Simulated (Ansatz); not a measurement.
TiSi$_{2}$ (C49 type, space group Cmcm)

```
CELL_PARAMETERS angstrom
      1.77297    -6.78252     0.00000
      1.77297     6.78252     0.00000
      0.00000     0.00000     3.57969
ATOMIC_POSITIONS crystal
  Si 0.94084 0.05916 0.75000
  Si 0.05916 0.94084 0.25000
  Si 0.25028 0.74972 0.75000
  Si 0.74972 0.25028 0.25000
  Ti 0.60320 0.39680 0.75000
  Ti 0.39680 0.60320 0.25000
```

The slice is a (010) plane (indices of the conventional cell) through the point (0.603, 0.397, 0.750) (fractional), spanned by u = [110] and v = [001] in vectors of this cell: u (3.55 Å) and v (3.58 Å, at 90° to u). It covers one period; positions are fractions (u, v).

Level of theory: PBE (plane waves to 420 eV, PAW, scalar-relativistic; Ansatz, a program for electronic structure). k mesh 14×14×13. These are valence fields of a PAW run, semicore shells included where kept as valence: close to a nucleus they are smooth pseudo fields. The PAW data are Ansatz's earlier set. This is one of several known forms of TiSi2; the measured ambient cells at hand have space group No. 70. TiSi2 is run without spin polarisation. TiSi2 was relaxed with its symmetry unable to fall.

Three fields on this plane, each scaled to ten steps between its own extremes (0 low, 9 high; the total valence density on a logarithmic scale, the potential cut 8 eV below its top; x marks points blanked near nuclei; v = 0 in the bottom row):

Map A
```
|xxxxxxx03689998630xxxxxx|
|xxxxxxx03689998630xxxxxx|
|xxxxxxx14678887641xxxxxx|
|xxxxxx0246777776420xxxxx|
|xxxxx013455555554310xxxx|
|xxxx01333322122333310xxx|
|00012343200xxx0023432100|
|334454320xxxxxxx02345443|
|66666530xxxxxxxxx0356666|
|8888752xxxxxxxxxxx257888|
|9998752xxxxxxxxxxx257899|
|9998751xxxxxxxxxxx157899|
|9998752xxxxxxxxxxx257899|
|8888752xxxxxxxxxxx257888|
|66666530xxxxxxxxx0356666|
|334454320xxxxxxx02345443|
|00012343200xxx0023432100|
|xxxx01333322122333310xxx|
|xxxxx013455555554310xxxx|
|xxxxxx0246777776420xxxxx|
|xxxxxxx14678887641xxxxxx|
|xxxxxxx03689998630xxxxxx|
|xxxxxxx03689998630xxxxxx|
|xxxxxxx03689998630xxxxxx|
```

Map B
```
|xxxxxxx62000000026xxxxxx|
|xxxxxxx62111111126xxxxxx|
|xxxxxxx63222222236xxxxxx|
|xxxxxx8544444444458xxxxx|
|xxxxx976566666665679xxxx|
|xxxx87667788888776678xxx|
|66655667899xxx9987665566|
|222345789xxxxxxx98754322|
|00124679xxxxxxxxx9764210|
|0012468xxxxxxxxxxx864210|
|0012468xxxxxxxxxxx864210|
|0012468xxxxxxxxxxx864210|
|0012468xxxxxxxxxxx864210|
|0012468xxxxxxxxxxx864210|
|00124679xxxxxxxxx9764210|
|222345789xxxxxxx98754322|
|66655667899xxx9987665566|
|xxxx87667788888776678xxx|
|xxxxx976566666665679xxxx|
|xxxxxx8544444444458xxxxx|
|xxxxxxx63222222236xxxxxx|
|xxxxxxx62111111126xxxxxx|
|xxxxxxx62000000026xxxxxx|
|xxxxxxx72000000027xxxxxx|
```

Map C
```
|xxxxxxx00123332100xxxxxx|
|xxxxxxx00134443100xxxxxx|
|xxxxxxx01345554310xxxxxx|
|xxxxxx0134667664310xxxxx|
|xxxxx113567888765311xxxx|
|xxxx11357899999875311xxx|
|00001357899xxx9987531000|
|000135789xxxxxxx98753100|
|01135789xxxxxxxxx9875311|
|2235689xxxxxxxxxxx986532|
|3345799xxxxxxxxxxx997543|
|3346799xxxxxxxxxxx997643|
|3345799xxxxxxxxxxx997543|
|2235689xxxxxxxxxxx986532|
|01135789xxxxxxxxx9875311|
|000135789xxxxxxx98753100|
|00001357899xxx9987531000|
|xxxx11357899999875311xxx|
|xxxxx113567888765311xxxx|
|xxxxxx0134667664310xxxxx|
|xxxxxxx01345554310xxxxxx|
|xxxxxxx00134443100xxxxxx|
|xxxxxxx00123332100xxxxxx|
|xxxxxxx00022322000xxxxxx|
```

Task: Assign the maps to these fields: electron localisation function (ELF); valence electron density; electrostatic potential energy of an electron, from the cell's mean.

Result: A is the electrostatic potential energy of an electron, from the cell's mean; B is the valence electron density; C is the electron localisation function (ELF).
